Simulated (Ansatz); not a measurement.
Structure types of Mg were relaxed at one common pressure (all-electron LAPW in Ansatz 0.2.0 under PBEsol, scalar-relativistic, no spin polarisation, zero temperature). They take these volumes:

| type | space group | V (Å³/atom) |
| --- | --- | --- |
| fcc | Fm-3m | 11.17 |
| bcc | Im-3m | 11.14 |
| hcp | P6_3/mmc | 11.20 |
| sc | Pm-3m | 11.41 |
| diamond | Fd-3m | 12.78 |
| simple hexagonal | P6/mmm | 11.24 |

Task: At about which pressure, and is the densest type also the lowest in enthalpy?

Result: 100 GPa. The densest is bcc, and it is also the lowest in enthalpy among these.
